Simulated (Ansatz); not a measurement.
# Relaxation of Cd

The calculation used DFT PBEsol, scalar-relativistic, plane waves, PAW (Ansatz). Run with 420 eV cutoff, 18×18×8 k-mesh, Gaussian smearing of 0.10 eV, no spin polarisation.

What was changed: relaxed at 2 GPa.

Command:

```bash
ansatz run input.yaml --threads 1 --pin off --max-ram 2560MiB --backend cpu --events-out ev --progress --plain --runs-dir out
```

Input:

```yaml
crystal:
  lattice:
    - [2.9253922044, 0.0, 0.0]
    - [-1.4626961022, 2.533463965, 0.0]
    - [0.0, 0.0, 5.5744491687]
  atoms:
    - { symbol: Cd, position: [0.3333333333, 0.6666666667, 0.25] }
    - { symbol: Cd, position: [0.6666666667, 0.3333333333, 0.75] }
basis:
  ecutwfc: 420
kpoints:
  mp_grid: { grid: [18, 18, 8] }
hamiltonian:
  xc: pbesol
scf:
  occupations: { method: gaussian, width: 0.1 }
output:
  forces: true
  stress: true
  eigenvalues: true
relax:
  adjacent_minimum: "off"
  f_tol: 0.008
  max_steps: 50
  cell: { stress_tol: 0.08, p_target: 2.0 }
```

F is the free energy. Steps run on the plane waves of an earlier cell, but the last one, and at times one on the way, on a freshly chosen basis, so a repeated geometry can differ a little in energy. The relaxation lowers the enthalpy F + PV at the target pressure, so F itself can rise.

Steps:

```tsv
step	F − F(1) (eV)	largest force component (eV/Å)	V (Å³/atom)	P (GPa)
1	0.0000	0.000	20.657	1.27
2	0.0078	0.000	20.268	2.48
3	0.0056	0.000	20.332	2.16
4	0.0046	0.000	20.337	1.92
5	0.0063	0.000	20.245	1.98
6	0.0057	0.000	20.268	2.00
7	0.0060	0.000	20.256	2.00
8	0.0062	0.000	20.256	1.99
```

Relaxed structure:

```
CELL_PARAMETERS angstrom
2.94728 0.00000 0.00000
-1.47364 2.55242 0.00000
0.00000 0.00000 5.38529
ATOMIC_POSITIONS crystal
Cd 0.33333 0.66667 0.25000
Cd 0.66667 0.33333 0.75000
```

Symmetry: P6_3/mmc, No. 194, hexagonal system. Conventional cell: a = 2.947 Å, b = 2.947 Å, c = 5.385 Å, α = 90.00°, β = 90.00°, γ = 120.00°. Cd (site symmetry -6m2) is surrounded by 12 Cd at 2.95 to 3.19 Å.

The run converged. It took 59 s on 1 thread of Arm Neoverse V1 (shared host), peak memory 0.41 GiB.